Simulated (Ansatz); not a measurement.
## SrCd$_{2}$Sb$_{2}$: strain energy, fitted

SrCd$_{2}$Sb$_{2}$, P-3m1, a = 4.701 Å, c = 7.735 Å. The structure is a COD entry; whether it is the stable form wasn't checked. Ansatz: PBEsol, PAW, 420 eV, Γ-centred 12×12×6 mesh on 5 atoms, Gaussian smearing 0.10 eV; no spin polarisation. Series: equal strain along all axes, cell held, atoms relaxed; x is the strain in per cent. y is the free energy over the unstrained cell, V0 = 29.606 Å³/atom.

| x (%) | y (meV/atom) |
| --- | --- |
| -3.0 | 35.82 |
| -2.0 | 15.33 |
| -1.0 | 3.69 |
| 0.0 | 0.00 |
| 1.0 | 3.46 |
| 2.0 | 13.32 |
| 3.0 | ? |

**Question.** Fit y = c2 x² + c3 x³ to the other rows, turn c2 into a modulus, and predict the missing energy.

**Answer.** Least squares on the rows shown. y = 3.5869 x² − 0.13019 x³. In eV per unit strain² c2 is 35.87; the stiffness is B for this strain (E = 9/2 B V0 ε², shape held): 2 × 35.87 × 160.2 / (9 × 29.606) = 43 GPa. At x = 3.0 the fit asked for gives 28.77 meV/atom. The run gave 28.95 meV/atom, so the fit is 0.18 meV/atom too low, 0.5 % of the span of the series, against an rms of 0.03 meV/atom on the fitted rows. The row lies outside the fitted range. With a term in x⁴ added, a fit to the same known rows predicts 29.04 meV/atom, a smaller miss on the other side.